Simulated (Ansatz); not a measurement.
Input file for Ansatz (an electronic-structure program):

Ansatz 0.2 input:
```yaml
crystal:
  lattice:
    - [2.9522487686, 0.0, 0.0]
    - [-1.4761243843, 2.5567224319, 0.0]
    - [0.0, 0.0, 4.7736819427]
  atoms:
    - { symbol: B, position: [0.3333333333, 0.6666666667, 0.4877175656] }
    - { symbol: Ge, position: [0.6666666667, 0.3333333333, 0.0034575579] }
    - { symbol: C, position: [0.3333333333, 0.6666666667, 0.1554561466] }
    - { symbol: N, position: [0.6666666667, 0.3333333333, 0.6033587298] }
kpoints:
  mp_grid: { grid: [8, 8, 4] }
hamiltonian:
  xc: hse06
  pseudopotentials: { azcp: { folder: ./paw }, kind: paw }
scf:
  n_extra_bands: 6
  occupations: { method: fixed }
output:
  eigenvalues: true
  eigenstates:
    e_range: [-9.0, 11.8]
    kpoints:
      - [0.0, 0.0, 0.0]  # VBM
      - [0.0, 0.5, 0.5]  # CBM
      - [0.0, 0.0, 0.0]  # GAMMA
      - [0.0, 0.0, 0.5]  # A
      - [0.3333333333, 0.3333333333, 0.0]  # K
      - [0.3333333333, 0.3333333333, 0.5]  # H
      - [0.5, 0.0, 0.0]  # M
      - [0.5, 0.0, 0.5]  # L
```

Output (shortened):

```
Pseudopotential: B, paw, valence charge 3
Pseudopotential: Ge, paw, valence charge 14
Pseudopotential: C, paw, valence charge 4
Pseudopotential: N, paw, valence charge 5
Functional definition: HSE06
davidson cushion auto → on  (no smearing: the cushion is to keep the highest requested band from converging to the state above it …
Crystal: 4 atoms, lattice volume = 36.032 Å³
Basis set: ecut = 420 eV, 699 PW (Γ)
Bands: 19, of which v1, the nominal top of the filled ones, is band 13 counted from 1 (12 counted from 0)
Symmetry: 6 space group operations
Space group: P3m1 (ITA 156), of the structure as read, at distance tolerance 3.3e-5 Å
k-points: 35 of 256 (time reversal used)
SCF iter   1: F=—  HF=-5087.854222 eV  |F-HF|=—  |Δ(HF+E_count)|=         —  Δρ=1.38e-1  dr2=9.07e0  ethr=1.00e-1  ⟨swp⟩=4.2  Hψ=2215  notcnv=0
preconditioner: auto → none
SCF iter   2: F=—  HF=-5085.448342 eV  |F-HF|=—  |Δ(HF+E_count)|=    2.41e0  Δρ=6.42e-2  dr2=1.66e0  ethr=3.49e-2  ⟨swp⟩=3.0  Hψ=1739  notcnv=0
SCF iter   3: F=—  HF=-5085.067344 eV  |F-HF|=—  |Δ(HF+E_count)|=   3.81e-1  Δρ=2.76e-2  dr2=1.88e-1  ethr=6.38e-3  ⟨swp⟩=3.0  Hψ=1716  notcnv=0
SCF iter   4: F=—  HF=-5085.047333 eV  |F-HF|=—  |Δ(HF+E_count)|=   2.00e-2  Δρ=1.18e-2  dr2=3.93e-2  ethr=7.23e-4  ⟨swp⟩=3.0  Hψ=1675  notcnv=0
iter 5 solved again at ethr=4.27e-6 eV; its pass at ethr=1.51e-4 eV (dr2=1.11e-3 eV) is discarded
SCF iter   5: F=—  HF=-5085.043220 eV  |F-HF|=—  |Δ(HF+E_count)|=   4.11e-3  Δρ=2.08e-3  dr2=1.15e-3  ethr=4.27e-6  ⟨swp⟩=3.1  Hψ=3190  notcnv=0
SCF iter   6: F=-5085.043151 eV  HF=-5085.043189 eV  |F-HF|=3.84e-5  |Δ(HF+E_count)|=   3.10e-5  Δρ=7.73e-4  dr2=1.50e-4  ethr=4.27e-6  ⟨swp⟩=3.0  Hψ=1771  notcnv=0
SCF 1 stopped early in 6 iterations: F = -5085.043151 eV  dr2 = 1.50e-4
Crystal: 4 atoms, lattice volume = 36.032 Å³
Exchange kernel: α = 0.2500, screened, ω = 0.2079 Å⁻¹, Wigner–Seitz truncation, v(0) = 1045.8732 eV·Å³, q-mesh 8×8×4, nearest image of the exchange supercell L …
Frozen-core exchange: fock
SCF iter   1: F=—  HF=-5086.071519 eV  |F-HF|=—  |Δ(HF+E_count)|=         —  Δρ=1.07e-2  dr2=2.01e-2  ethr=5.75e-6  ⟨swp⟩=7.0  Hψ=3175  notcnv=0
preconditioner: auto → none
SCF iter   2: F=—  HF=-5086.057945 eV  |F-HF|=—  |Δ(HF+E_count)|=   1.36e-2  Δρ=3.35e-3  dr2=4.15e-3  ethr=5.75e-6  ⟨swp⟩=4.0  Hψ=2417  notcnv=0
SCF iter   3: F=—  HF=-5086.057081 eV  |F-HF|=—  |Δ(HF+E_count)|=   8.65e-4  Δρ=9.21e-4  dr2=9.37e-4  ethr=5.75e-6  ⟨swp⟩=3.0  Hψ=1735  notcnv=0
SCF iter   4: F=—  HF=-5086.065740 eV  |F-HF|=—  |Δ(HF+E_count)|=   8.66e-3  Δρ=1.07e-3  dr2=2.49e-4  ethr=7.42e-7  ⟨swp⟩=4.0  Hψ=2772  notcnv=0
SCF iter   5: F=—  HF=-5086.065620 eV  |F-HF|=—  |Δ(HF+E_count)|=   1.19e-4  Δρ=1.10e-4  dr2=1.17e-5  ethr=7.42e-7  ⟨swp⟩=3.0  Hψ=1828  notcnv=0
SCF iter   6: F=-5086.065698 eV  HF=-5086.065700 eV  |F-HF|=2.87e-6  |Δ(HF+E_count)|=   8.02e-5  Δρ=1.19e-4  dr2=4.11e-6  ethr=1.17e-8  ⟨swp⟩=4.3  Hψ=2547  notcnv=0
SCF 2 stopped early in 6 iterations: F = -5086.065698 eV  dr2 = 4.11e-6
hybrid outer 1: dexx = +9.334e-3 eV, tail = 4.83e-5 eV
Crystal: 4 atoms, lattice volume = 36.032 Å³
Exchange kernel: α = 0.2500, screened, ω = 0.2079 Å⁻¹, Wigner–Seitz truncation, v(0) = 1045.8732 eV·Å³, q-mesh 8×8×4, nearest image of the exchange supercell L …
Frozen-core exchange: fock
SCF iter   1: F=—  HF=-5086.065731 eV  |F-HF|=—  |Δ(HF+E_count)|=         —  Δρ=5.34e-5  dr2=4.61e-7  ethr=9.29e-7  ⟨swp⟩=3.1  Hψ=1584  notcnv=0
preconditioner: auto → none
iter 2 solved again at ethr=1.57e-10 eV; its pass at ethr=1.61e-9 eV (dr2=4.08e-8 eV) is discarded
SCF iter   2: F=-5086.065732 eV  HF=-5086.065732 eV  |F-HF|=8.70e-9  |Δ(HF+E_count)|=   2.29e-7  Δρ=1.79e-5  dr2=9.16e-8  ethr=1.57e-10  ⟨swp⟩=2.0  Hψ=3989  notcnv=0
SCF 3 converged in 2 iterations: F = -5086.065732 eV  dr2 = 9.16e-8
hybrid outer 2: dexx = +3.021e-7 eV, tail = 2.14e-7 eV, Δε = 2.66e-3 eV (about 2.78e-4 eV left of the loop's levels)
NSCF: frozen V_eff on 8 k-points
hybrid SCF converged: 2 outer / 8 inner (+6 warm-up), last move |dexx| = 3.02e-7 eV, tail = 2.14e-7 eV
Stability not checked (fock_operator)
Free energy (F): -5086.065732 eV
Frozen-core exchange: fock
Harris-Foulkes:  -5086.065732 eV  (|F-HF|=8.70e-9)
Internal energy: -5086.065732 eV  (E = F + TS)
E sigma→0 (E₀):  -5086.065732 eV
Fermi energy:    11.242501 eV
--- Per-component energies (eV) ---
  E_band       = -116.445253
  E_kinetic    = 357.972925
  E_local      = -2393.432350  (includes V_loc(G=0)·N_el)
  E_nonlocal   = 285.424921
  E_hartree    = 1127.875227
  E_xc         = -171.035178
  E_vxc        = -190.950117  (∫ρ·V_xc dr)
  E_exx        = -82.796414  (= α·E_x^exact, valence–valence)
  E_paw        = -2280.000835  (= ΣΔE_a)
  E_vpaw       = -265.615949  (= ΣTr[D̂ρ^β])
  E_aug_tail   = 0.000924  (compensation charges beyond the density's cutoff)
  E_ewald      = -1929.657663
  E_core_change = -0.417289  (= ΣΔE_core)
  E_smearing   =  0.000000  (= −TS)
  E_closure    =  0.000000  (closes the sum)
  Σ components = -5086.065732   (vs F -5086.065732, Δ=9.09e-13)
  [band-id]    e_kinetic+e_local+e_nonlocal+2·e_hartree+e_vxc+2·e_exx+e_vpaw+e_augmentation_tail = -116.442020   (vs E_band -116.445253, Δ=3.23e-3)
--- Band table (eV; the first three rows and the last of 35) ---
  k-point 0: bands = ["-16.3311", "-16.2522", "-16.2522", "-16.1233", "-16.1233", "-8.9564", "-4.6270", "-0.0473", "7.8185", "7.8185", "9.7253", "11.2425", "11.2425", "14.7645", "17.7591", "18.2163", "18.2163", "19.5386", "22.0818"]
  k-point 1: bands = ["-16.3283", "-16.2523", "-16.2523", "-16.1234", "-16.1234", "-8.6684", "-5.6511", "1.6149", "7.9337", "7.9337", "8.1114", "11.0188", "11.0188", "15.1761", "18.0413", "18.4371", "18.4371", "19.2823", "21.5332"]
  k-point 2: bands = ["-16.3255", "-16.2523", "-16.2523", "-16.1235", "-16.1235", "-8.1927", "-6.6399", "4.2839", "5.4148", "8.0647", "8.0647", "10.7835", "10.7835", "15.4813", "17.9868", "18.7317", "18.7317", "19.4511", "20.9536"]
  k-point 34: bands = ["-16.2966", "-16.2220", "-16.2158", "-16.1464", "-16.1067", "-5.7915", "-1.8716", "0.8468", "1.5825", "3.9341", "4.6689", "7.4636", "7.8102", "16.0638", "18.1509", "18.9462", "20.4569", "20.5231", "22.0354"]
```

Cost: around 2.1 core-minutes (rough) on shared cores.

The points marked VBM and CBM come from a semilocal run.

The start of the workflow was typed in or built on a structure type; neither database checked (COD, Materials Project) lists it. Its standing as an ambient phase is unchecked. Symmetry was held in the r²SCAN+D4 relaxation; whether a distortion lowers the energy is not shown. The volume moved by -16 % from the start of the relaxation. Spin–orbit coupling is left out wherever it is not named.

Potentials: the earlier of the program's two PAW sets. The files were generated under PBE; for other functionals the program regenerates the frozen cores, and for LDA and PBEsol the local potential too.

Ansatz is a plane-wave DFT program.
